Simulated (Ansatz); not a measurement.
Below is a relaxed structure of KPbI2. The cell was found from a structure generator's guess, not taken from experiment.

Theory: DFT PBE, scalar-relativistic, plane waves, PAW (Ansatz). Cutoff 420 eV, Γ-centred mesh, Gaussian smearing, no spin polarisation.

```
K Pb I
1.0
     2.66472    1.53848    7.04013
    -2.66472    1.53848    7.04013
     0.00000   -3.07696    7.04013
K Pb I
1 1 2
Cartesian
  0.0000 0.0000 10.5602
  0.0000 0.0000 0.0000
  0.0000 0.0000 15.6188
  0.0000 0.0000 5.5016
```

Formation energies are uncorrected and refer to the elements' standard structures at the same level.

Task: Find its symmetry and describe it.

Result: R-3m (No. 166). Conventional cell: a = 5.329 Å, c = 21.120 Å. Around K lie 6 I at 3.66 Å; Pb is surrounded by 6 I at 3.44 Å; I has 3 Pb at 3.44 Å and 3 K at 3.66 Å.

Task: How far does it lie from the elements in energy?

Result: −0.72 eV/atom. It lies below the elements, which doesn't yet make it stable against other compounds or structures.

Task: Is it a metal?

Result: Yes, bands cross the Fermi level on the 12×12×12 mesh.

The last run used a 12×12×12 mesh for its 4-atom cell and Gaussian smearing of 0.10 eV. These runs have no spin–orbit coupling, which can matter for I and Pb. An odd number of electrons in the primitive cell allows no gap without spin; a larger cell or a magnetic state could open one. The cell is a metal run without spin; a magnetic state may lie lower. The reference form of I is held partly by dispersion forces, which this level lacks. Symmetry constrained the relaxation, so the result can be a saddle point.
